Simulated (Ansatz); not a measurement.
# Computed properties of InGaN2

InGaN₂:
```yaml
crystal:
  lattice:
    - [3.35931, 0.00000, 0.00000]
    - [-1.67965, 2.90925, 0.00000]
    - [0.00000, 0.00000, 5.50462]
  atoms:
    - { symbol: In, position: [0.00000, 0.00000, 0.99763] }
    - { symbol: Ga, position: [0.66667, 0.33333, 0.49549] }
    - { symbol: N, position: [0.66667, 0.33333, 0.14619] }
    - { symbol: N, position: [0.00000, 0.00000, 0.60230] }
```

Space group P3m1 (No. 156); conventional cell a = 3.359 Å, b = 3.359 Å, c = 5.505 Å, α = 90.00°, β = 90.00°, γ = 120.00°.

Method: plane-wave PAW r²SCAN (Ansatz code). Structure relaxed to zero pressure with the same functional. Other levels are named where they apply.

### Cell and energy

- Volume per atom: 13.45 Å³
- Density: 6.56 g/cm³
- Formation energy from the elements (no fitted shifts): -0.28 eV/atom

### Electronic structure

Band gap: 0.67 eV (direct)
Valence-band maximum: at Γ
Conduction-band minimum: at Γ
Electron effective mass: 0.083, 0.083, 0.089 mₑ (principal values)
Electron effective mass with spin–orbit coupling: 0.083, 0.083, 0.089 mₑ (principal values)
Hole effective mass, band 1 of 2 at the edge: 2.1 along x, 2.3 along z (mₑ)
Hole effective mass, band 2 of 2 at the edge: 0.086 along x, 2.3 along z (mₑ)
HSE06 gap on the r²SCAN cell: 1.41 eV
Gap with spin–orbit coupling: 0.67 eV
Z2 indices of the occupied bands with spin–orbit coupling: 0;(000)

### Mechanics

Bulk modulus (Birch–Murnaghan fit): 159 GPa
Pressure derivative B′: 4.4
Elastic constants (relaxed ions, GPa): C11 = 260, C12 = 110, C13 = 96.0, C14 = 0.4, C33 = 321, C44 = 62.9
Mechanical stability: stable (all eigenvalues of C positive)
Hill bulk and shear moduli: 160 and 74.8 GPa
Young's modulus: 194 GPa
Poisson's ratio: 0.30
Debye temperature from the elastic constants: 472 K
Piezoelectric stress constants (proper, relaxed ions, C/m²): e15 = e24 = 0.41, e16 = e21 = 0.56, e22 = -0.56, e31 = e32 = 0.42, e33 = -0.79

### Phonons

* **Highest zone-centre frequency (without LO–TO term)**: 662 cm^-1
* **Zone-centre stability**: no imaginary mode at Γ

### Charges

- Bader charges = In +1.56, Ga +1.62, N -1.59 e

The first step of the workflow began from a Materials Project structure, measured or hypothetical; the Crystallography Open Database copy checked does not list it. Whether it is the stable phase at ambient conditions was not checked. The cell was relaxed with r²SCAN under the symmetry of its start. Signs of piezoelectric constants follow the polarity of the cell as given. The references are the lowest solids computed at this level, not always the standard phases (solids in place of the gases). Scalar-relativistic: spin–orbit coupling is off unless named, which matters more the heavier the elements.

Potentials: the later of the program's two PAW sets.
